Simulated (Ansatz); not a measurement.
## Co vacancy in YbCo3B2

Computed with the plane-wave PAW code Ansatz (scalar-relativistic, PAW set soft_2): PBEsol, no spin polarisation, 420 eV cutoff, k-mesh 4×4×4 shifted by half a step.

The relaxed host crystal (no gap at this level of theory):

```xyz
6
Lattice="4.9696 0.0000 0.0000 -2.4848 4.3038 0.0000 0.0000 0.0000 2.9040" Properties=species:S:1:pos:R:3 pbc="T T T"
Yb    0.0000    0.0000    0.0000
Co    2.4848    0.0000    1.4520
Co    1.2424    2.1519    1.4520
Co   -1.2424    2.1519    1.4520
B     0.0000    2.8692    0.0000
B     2.4848    1.4346    0.0000
```

Supercell of 18 atoms, rows of the matrix [[1,0,-1],[-1,-1,-1],[0,1,-1]] times the cell vectors; Co vacancy at (0.500, 0.000, 0.500) in fractions of the cell above. Atoms are relaxed at the host's cell, from a start shaken by 0.03 Å near the defect. The cell loses 1 of its 9 Co, so this is a heavily defective crystal.

Distances from the empty Co site (Å), by shell of the perfect crystal:

```
shell  perfect crystal  relaxed, charge 0
  4 B             2.04               2.00
 4 Co             2.48               2.46
```

```json
{"charge": "0", "gap of the cell on the mesh (eV)": "0.00"}
```

Formation energy of the neutral defect: 2.37 eV, taking atoms from and to the elements' standard states (no corrections for gases), so it belongs to those chemical potentials alone.

Caveats: 4f shell without a U, which puts 4f levels too near the Fermi level; a metal with Cr, Mn, Fe, Co or Ni was run without spin, and may be magnetic; small supercell, so energies and levels can be off by tenths of an eV; one random start near the defect, so other minima are possible.
